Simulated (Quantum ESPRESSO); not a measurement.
One change at a time to AlCu2In3Ir2

Calculated results; nothing here was measured. They come from Quantum ESPRESSO 7.5, a public plane-wave density functional program. Each row is one single-point run on a made-up periodic cell of eight metal atoms, with elements, volume, strain and displacements drawn at random and not relaxed, so a cell may be unstable or far from any real phase. There is no spin polarisation or spin-orbit coupling.

Settings: PBE unless stated; PseudoDojo standard norm-conserving files; Fermi-Dirac width 0.25 eV, which means electrons at about 2900 K; cutoff 1252 eV; 5 x 5 x 5 k mesh shifted half a step off Gamma. E is the free energy of the whole cell (internal energy minus TS), so a -TS column is already part of it. Stress is positive in tension, and the pressure P is minus a third of its trace.

Checks: one run of this series was repeated at a higher cutoff and on a denser mesh, which moved values by no more than 0.024 eV, 0.10 GPa and 0.007 eV/Å, and a second program with other atomic files agreed on it to 2 % rms in force and 0.5 GPa in pressure. Known limits: the copper pseudopotential is less sure than most, with forces differing by about three percent and pressure by about two GPa from a second method on plain copper; heavy elements are run without spin-orbit coupling, which real alloys of them have; a spin test at this wide smearing found no moment, but such smearing suppresses magnetism that the real alloy may have.

The lattice is hexagonal close-packed, and the cell vectors in Å are (2.848, 0.040, 4.685); (2.887, 0.045, -4.708); (-2.794, 4.906, 0.009), a volume of 133.24 Å³ in run 1. The elements on sites 1 to 8 are Ir In Al Ir In Cu In Cu. Each later run makes one change to run 1 and keeps the rest. E is counted from run 1, and is n/a where other atomic files have another zero of energy.

```
run                           change  V (Å³)  P (GPa)  -TS (eV)  rms force (eV/Å)  largest change of a force component (eV/Å)  E (eV)
  1                             none  133.24     1.05    -0.834             0.652                                       0.000   0.000
  2          sites 2 and 8 exchanged  133.24     1.16    -0.812             0.575                                       1.202   0.048
  3    all lengths scaled by -1.48 %  127.41     7.54    -0.789             0.724                                       0.174       ?
  4              LDA in place of PBE  133.24    -9.00    -0.840             0.608                                       0.129     n/a
  5                     Re on site 6  133.24     2.32    -1.123             0.742                                       0.530     n/a
  6  site 8 moved by -0.19 Å along x  133.24     1.73    -0.833             0.698                                       0.660   0.071
```

## Worked estimate

Along a uniform scaling dE = -P dV. The mean of the two pressures is 4.295 GPa and the volume changes by -5.83 Å³, with 160.2 GPa to one eV/Å³. The same two rows give -V dP/dV = 145 GPa for this cell with clamped atoms, which is not the bulk modulus of a real alloy.

## Withheld value

Question: what E should run 3 give?

The estimate is 0.156 eV. The calculation gave 0.151 eV. The mean of two end points misses the curvature of P, and the finite cutoff adds a little.
